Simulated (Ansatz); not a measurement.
An ordered 8-atom cell of Ga4SbN3 on the zincblende lattice (it has left that coordination), 8 atoms and 82 valence electrons in a cell of about 129 Å³, was run 5 times in Ansatz, each time on 4 threads of Arm Neoverse V1, on a shared host.

| run | k mesh | irreducible k | cutoff (eV) | plane waves | bands | SCF iterations | wall time | peak host memory (GiB) |
| --- | --- | --- | --- | --- | --- | --- | --- | --- |
| relaxation, PBE | 8×4×4 | 35 | 420 | 2611 | 50 | 225 | 2.6 min | 0.55 |
| relaxation, r2SCAN | 8×4×4 | 35 | 500 | 3267 | 50 | 68 | 100 s | 0.76 |
| bands, PBE | 8×4×4 | 35 | 420 | 2495 | 47 | 10 | 19 s | 0.74 |
| single point, r2SCAN | 8×4×4 | 35 | 500 | 3267 | 47 | 12 | 22 s | 0.74 |
| single point, PBE+SOC | 8×4×4 | 35 | 420 | 2495 | 94 | 13 | 78 s | 1.7 |

The slowest run (relaxation, PBE) took about 8 times as long as the quickest (bands, PBE).

Only the levels marked +SOC include spin-orbit coupling.
